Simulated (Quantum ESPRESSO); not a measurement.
Simulation results for ZnGa2F8 (made-up cell, one site empty)

Calculation on a made-up crystal cell, not a measurement: periodic Kohn-Sham density functional theory in plane waves with PseudoDojo standard norm-conserving scalar-relativistic pseudopotentials, each functional with its own files (v0.5 for PBE, v0.4.1 for LDA and PBEsol), no spin polarisation, no spin-orbit coupling, atoms not relaxed, stress positive in tension, energies less a fixed whole-eV offset for each atom's element; levels are Kohn-Sham levels at fractions of this cell's reciprocal vectors, counted from the reference band (half the neutral cell's valence electrons, rounded up) at Gamma; error bars cover cutoff and k-mesh only, not smearing or the files; each bar is the largest change over components, and at least 0.002 eV, 0.002 eV per angstrom or 0.02 GPa; added strain carries the atoms with the cell, and shear is the tensor component; no dispersion term; energies are for the whole cell, and the offsets were chosen from early runs and are not element reference energies. Program: Quantum ESPRESSO 7.5.

Entry: ZnGa2F8 (made-up cell, one site empty)

Unstrained structure:
```
CELL_PARAMETERS angstrom
4.81280 0.00000 0.00000
0.00000 4.81280 0.00000
0.00000 0.00000 6.36090
ATOMIC_POSITIONS crystal
Zn 0.01752 0.99269 0.98436
Ga 0.50613 0.50384 0.24517
Ga 0.00025 0.99028 0.50255
F 0.30568 0.30535 0.99561
F 0.69220 0.70153 0.99843
F 0.80841 0.20676 0.24635
F 0.19342 0.79355 0.24231
F 0.30903 0.30600 0.50513
F 0.67690 0.70310 0.50336
F 0.80099 0.20470 0.74791
F 0.17778 0.80824 0.74854
```

- lattice type: rutile, doubled along c
- empty site: 4
- functional: pbe
- cutoff: 1143 eV
- fermi dirac smearing: 0.025 eV
- scf tolerance: 1e-07 eV
- electrons removed: 0
- added strain kind: biaxial xx and yy
- added strain: 0.0066
- k mesh: 5 x 5 x 4, shifted by half a step
- structure shown: before the added strain of 0.0066
- free energy less offsets: 39.37 eV
- scf iterations: 12
- smearing term minus ts: 0 eV
- pressure: -11.99 GPa
- stress xx: 9.682 GPa
- stress yy: 9.894 GPa
- stress zz: 16.39 GPa
- stress yz: -0.3545 GPa
- stress xz: -0.1233 GPa
- stress xy: 3.725 GPa
- reference band: 51
- error bar energy: 0.003448 eV
- error bar stress: 0.02 GPa
- error bar force: 0.002 eV/Å
- error bar next band up: 0.002 eV
- error bars from: tighter rerun of a related cell

Atoms:
```tsv
atoms element	atom site	atom energy offset (eV)
Zn	1	-5687
Ga	2	-2080
Ga	3	-2080
F	5	-677
F	6	-677
F	7	-677
F	8	-677
F	9	-677
F	10	-677
F	11	-677
F	12	-677
```

Forces:
```tsv
site	x (eV/Å)	y (eV/Å)	z (eV/Å)
1	-0.7116	0.7455	-0.5476
2	-0.0236	-0.3046	-0.9698
3	-0.3997	0.7698	2.22
5	0.4007	0.3466	2.074
6	-0.3438	-0.3509	2.104
7	-0.01822	-0.1162	0.8783
8	-0.0194	0.06701	1.164
9	-0.5869	-0.6347	-1.826
10	0.7676	0.4959	-1.741
11	1.22	-1.29	-1.392
12	-0.2853	0.272	-1.964
```

Levels:
```tsv
level k point	next band up (eV)
Gamma	2.105
(1/2,1/2,1/2)	3.871
(0.15,0,0)	2.347
(0,0.15,0)	2.343
(0,0,0.15)	2.248
```
